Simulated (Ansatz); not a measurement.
A relaxed cell of Ni (Fm-3m (No. 225)), relaxed on a k-mesh at least as fine as the one used below. All values below come from PBE (plane waves to 420 eV, PAW, scalar-relativistic; Ansatz, a quantum-chemistry and plane-wave program). Γ-centred k-mesh 16×8×16 on the run's cell (coarser than for final values), Fermi–Dirac smearing 0.05 eV.

```
CELL_PARAMETERS angstrom
      0.00000     1.75939     1.75939
      3.51879     0.00000     3.51879
      1.75939     1.75939     0.00000
ATOMIC_POSITIONS crystal
  Ni 0.00000 0.00000 0.00000
  Ni 0.00000 0.50000 0.00000
```
Spin-polarised start, with parallel moments on Ni.

The atoms are displaced by (Å):

| atom | ux | uy | uz |
|---|---|---|---|
| Ni1 | -0.049 | -0.199 | -0.031 |
| Ni2 | -0.053 | -0.062 | 0.101 |

**Question.** What forces (eV/Å) and pressure result?

**Answer.** 
```csv
atom,Fx,Fy,Fz
Ni1,-0.03,0.33,0.27
Ni2,0.03,-0.33,-0.27
```

Pressure +0.6 GPa.

Spin state reached: ferromagnetic (net 0.63 μB/atom), from parallel starting moments; other spin orders were not run from this start.

The run that gave the undisplaced cell could not lose the symmetry of its start; a randomly shaken copy of 2 atoms returns to this structure.
